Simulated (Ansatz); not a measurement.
Polymorphs of Cu₃Sn, each relaxed with plane-wave PAW r²SCAN (Ansatz code):

A: P6_3/mmc
a = b = 5.5148 Å, c = 4.2662 Å, α = β = 90.00°, γ = 120.00°

```json
[
 {"atom": "Cu", "site": "6h", "symmetry": "mm2", "x": "0.3108", "y": "0.1554", "z": "0.2500"},
 {"atom": "Sn", "site": "2c", "symmetry": "-6m2", "x": "0.3333", "y": "0.6667", "z": "0.2500"}
]
```

B: Pmmn
a = 4.2793 Å, b = 5.4799 Å, c = 4.7839 Å, α = β = γ = 90.00°

```tsv
atom	site	symmetry	x	y	z
Cu	2b	mm2	0.5000	0.0000	0.2985
Cu	4e	m..	0.0000	0.2467	0.1551
Sn	2a	mm2	0.0000	0.0000	0.6573
```

C: Fm-3m
a = b = c = 6.081 Å, α = β = γ = 90.00°

```
atom  site  symmetry       x       y       z
----  ----  --------  ------  ------  ------
Cu      4b      m-3m  0.5000  0.5000  0.5000
Cu      8c      -43m  0.2500  0.2500  0.2500
Sn      4a      m-3m  0.0000  0.0000  0.0000
```

Task: Order them by energy per atom at 0 K (lowest first) at the level r²SCAN.

Result: A (+0 meV/atom), B (+5 meV/atom), C (+61 meV/atom)

Standing as an ambient phase not checked: A; B; C. Perhaps ordered models of mixed-site phases: C. All cells were relaxed under the symmetry of their starts (and spin orders); stability against distortions was not tested throughout. Rows with no word on spin ran without spin polarisation. Spin–orbit coupling is left out wherever it is not named.

Energies hold the estimated change up to a 700 eV cutoff; steps of a few meV lie near the error of the meshes.

Potentials: the later of the program's two PAW sets.
